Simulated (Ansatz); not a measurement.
# Energy landscape near a Ba structure

Method: Ansatz, DFT PBEsol, scalar-relativistic, plane waves, PAW.

Cutoff 420 eV; k points 10×10×6 on the computed 2-atom cell (Γ-centred); Gaussian smearing, width 0.10 eV; no spin polarisation.

Reference cell:

```
CELL_PARAMETERS angstrom
3.59177 -2.51690 0.00000
3.59177 2.51690 0.00000
0.00000 0.00000 7.19005
ATOMIC_POSITIONS crystal
Ba 0.74677 0.25323 0.25000
Ba 0.25323 0.74677 0.75000
```

Each variant moves atoms of this cell by the vectors given, if any (Å), and then applies a symmetric strain (tensor components, Cartesian axes). The reference cell isn't relaxed at this level. Energies are per atom at zero smearing, counted from the lowest variant. Pressure is positive in compression.

1. strain (xx yy zz yz xz xy, %) 0.08 -8.72 0.47 0.00 0.00 0.00; moves: Ba1 (0.000, 0.100, 0.000); Ba2 (0.000, -0.100, 0.000)
2. strain (xx yy zz yz xz xy, %) -0.27 -2.32 -4.23 0.00 0.00 0.00; moves: Ba1 (0.000, -0.250, 0.000); Ba2 (0.000, 0.250, 0.000)
3. strain (xx yy zz yz xz xy, %) -1.25 -5.19 2.78 1.09 -0.26 -3.65; moves: Ba1 (-0.056, 0.017, -0.081); Ba2 (0.056, -0.017, 0.081)
4. strain (xx yy zz yz xz xy, %) -2.24 -0.81 -0.60 2.00 1.16 0.37; moves: Ba1 (0.111, 0.044, 0.091); Ba2 (-0.111, -0.044, -0.091)
5. strain (xx yy zz yz xz xy, %) -1.05 -2.20 -2.91 0.00 0.00 0.00; moves: Ba1 (0.000, -0.100, 0.000); Ba2 (0.000, 0.100, 0.000)
6. strain (xx yy zz yz xz xy, %) -0.97 -8.60 1.76 0.00 0.00 -1.52; moves: Ba1 (0.118, 0.220, 0.000); Ba2 (-0.118, -0.220, 0.000)
7. no strain; moves: Ba1 (0.000, 0.000, 0.090)
8. strain (xx yy zz yz xz xy, %) 0.29 4.01 1.73 0.00 0.00 0.00; moves: Ba1 (0.000, -0.150, 0.000); Ba2 (0.000, 0.150, 0.000)

```csv
variant,ΔE (meV/atom),P (GPa),largest force (eV/Å),gap on mesh (eV),space group
1,6.6,-0.21,0.13,0,Cmcm
2,35.0,-0.39,0.33,0,Cmcm
3,?,?,?,?,?
4,17.0,-0.55,0.23,0,P-1
5,0.0,-0.42,0.12,0,Cmcm
6,28.5,-0.25,0.22,0,P2_1/m
7,?,?,?,?,?
8,49.5,-1.23,0.17,0,Cmcm
```

Give the withheld rows.

```csv
variant,ΔE (meV/atom),P (GPa),largest force (eV/Å),gap on mesh (eV),space group
3,26.8,-0.52,0.19,0,P-1
7,13.1,-0.86,0.11,0,C2/m
```

Spin-orbit coupling is left out, which matters for the bands of heavy elements.